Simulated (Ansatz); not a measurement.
Zr$_{2}$SiN:
```cif
data_N2Si2Zr4
_chemical_formula_sum 'Zr4 Si2 N2'
_space_group_name_H-M_alt 'P 1'
_space_group_IT_number 1
_cell_length_a 3.26239
_cell_length_b 3.26239
_cell_length_c 13.41913
_cell_angle_alpha 90.000
_cell_angle_beta 90.000
_cell_angle_gamma 120.000
loop_
_space_group_symop_operation_xyz
  'x, y, z'
loop_
_atom_site_label
_atom_site_type_symbol
_atom_site_fract_x
_atom_site_fract_y
_atom_site_fract_z
_atom_site_occupancy
Zr1 Zr 0.66667 0.33333 0.59579 1
Zr2 Zr 0.33333 0.66667 0.40421 1
Zr3 Zr 0.33333 0.66667 0.09579 1
Zr4 Zr 0.66667 0.33333 0.90421 1
Si1 Si 0.66667 0.33333 0.25000 1
Si2 Si 0.33333 0.66667 0.75000 1
N1 N 0.00000 0.00000 0.50000 1
N2 N 0.00000 0.00000 0.00000 1
```

This is the r²SCAN-relaxed structure.

Problem. All from r²SCAN (plane waves, PAW; program Ansatz), unless another level is named. Estimate the electronic character.

Solution. metallic (no gap).

Problem. Give the formation energy from the elements (no fitted shifts).

Solution. -1.24 eV/atom.

Problem. And the gap with spin–orbit coupling?

Solution. none (metallic).

Space group P6_3/mmc. The start of the workflow was typed in or built on a structure type; neither database checked (COD, Materials Project) lists it. Its standing as an ambient phase is unchecked. The r²SCAN relaxation kept the symmetry of its start; its stability against distortions is not shown here. No spin polarisation was allowed. The references are the lowest solids computed at this level, not always the standard phases (solids in place of the gases). Spin–orbit coupling is left out wherever it is not named.

Potentials: the earlier of the program's two PAW sets.
